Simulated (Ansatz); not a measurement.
**One atom moved along a line in Al**

Theory: DFT PBEsol+D3(BJ), scalar-relativistic, plane waves, PAW (Ansatz). Settings: plane waves to 420 eV, k-mesh 14×14×14 (Γ-centred), Gaussian smearing 0.15 eV. No spin polarisation. Energies are free energies at this smearing, counted from the undisturbed cell; pressure is positive in compression.

Reference structure (relaxed at this level):

```xyz
8
Lattice="-3.9626 3.9626 0.0000 -3.9626 0.0000 3.9626 0.0000 3.9626 3.9626" Properties=species:S:1:pos:R:3 pbc="T T T"
Al    0.0000    0.0000    0.0000
Al   -1.9813    1.9813    0.0000
Al   -1.9813    0.0000    1.9813
Al    0.0000    1.9813    1.9813
Al   -3.9626    1.9813    1.9813
Al   -1.9813    3.9626    1.9813
Al   -1.9813    1.9813    3.9626
Al   -3.9626    3.9626    3.9626
```

Atom 1 (Al) is moved by x along the Cartesian unit vector (0.000, 1.000, 0.000); the cell and all other atoms stay fixed. The cell is metallic on the mesh throughout.

Question: Over the sampled range (-0.2000 to 0.1667), is the undisturbed cell the lowest point?

Answer: Yes, every other sampled point lies higher.

The scan:

| x (Å) | ΔE (meV/cell) |
| --- | --- |
| -0.2000 | 112.5 |
| -0.0667 | 12.4 |
| 0.0000 | 0.0 |
| 0.0333 | 3.1 |
| 0.1000 | 27.9 |
| 0.1333 | 49.6 |
| 0.1667 | 77.9 |

Cost: 7 runs of about 2.2 core-minutes in all, on Intel Xeon 6975P-C (Granite Rapids) (shared hosts).